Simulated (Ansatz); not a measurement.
GaSb (zinc blende)

```yaml
crystal:
  lattice:
    - [0.00000, 3.05569, 3.05569]
    - [3.05569, 0.00000, 3.05569]
    - [3.05569, 3.05569, 0.00000]
  atoms:
    - { symbol: Sb, position: [0.25000, 0.25000, 0.25000] }
    - { symbol: Ga, position: [0.00000, 0.00000, 0.00000] }
```

The slice is a {110} plane (indices of the conventional cell) through the point (0.000, 0.000, 0.000) (fractional), spanned by u = [100] and v = [1 -1 -1] in vectors of this cell: u (4.32 Å) and v (6.11 Å, at 90° to u). It covers one period; positions are fractions (u, v).

The numbers are results of PBEsol (plane waves to 420 eV, PAW, scalar-relativistic; Ansatz, an electronic-structure program), not measurements. k mesh 13×13×13. Inside the PAW spheres the values are not all-electron values, and peaks at nuclei hang on which shells count as valence. At this level the bands of GaSb touch or barely overlap; measurements give the solid a gap. GaSb was relaxed with its symmetry unable to fall. Spin-orbit coupling is left out, though Sb is heavy.

The ELF has a maximum in the middle third of the Sb–Ga line. Where, and how high?

0.70, 1.3 Å from Sb.

What is the valence density on the shortest Sb–Ga line in this plane (2.65 Å), at its minimum between the atoms?

0.40 e/Å³.

What is the ELF at the density minimum of the shortest Sb–Ga line in this plane (2.65 Å)?

0.6.

Sketch the valence electron density on this plane as a map.


```
|@@@@##**====------------------------====**##@@|
|%%##**++======--------====--------======++**##|
|****++====================================++**|
|====================++++++++==================|
|======--========++++********++++========--====|
|----------======++**########**++======--------|
|::--------====++**##%%%%%%%%##**++====--------|
|::::::------==++**##%%%%%%%%##**++==------::::|
|::::::::----==++**##%%%%%%%%##**++==----::::::|
|....::::::--====++**########**++====--::::::..|
|......::::----==++++********++++==----::::....|
|........::::----====++++++++====----::::......|
|    ....::::------============------::::....  |
|      ....::::--------====--------::::....    |
|        ....::::::------------::::::....      |
|        ......::::::::::::::::::::......      |
|          ........::::::::::::........        |
|            ........................          |
|                ................              |
|..                                          ..|
|..........                            ........|
|............                        ..........|
|::::..........                    ..........::|
|::::::::......                    ......::::::|
|::::::::::......                ......::::::::|
|------::::::....              ......::::::----|
|====------::::....            ....::::------==|
|========----::::......    ......::::----======|
|****++====--::::................::::--====++**|
|%%##**++==----::::::........::::::----==++**##|
|@@@@##**====----::::::::::::::::----====**##@@|
|@@@@%%**++==------::::::::::::------==++**%%@@|
```
Scale: ten equal steps from -1.92 (start of ' ') to 1.72 (end of '@'), in the order ' .:-=+*#%@'. Values: log₁₀ of the valence density in e/Å³. The map has 23 points along u (two characters each, u = 0 at the left) and 32 along v (v = 0 in the bottom row). The scale is logarithmic, as a density can span decades between atoms and voids.
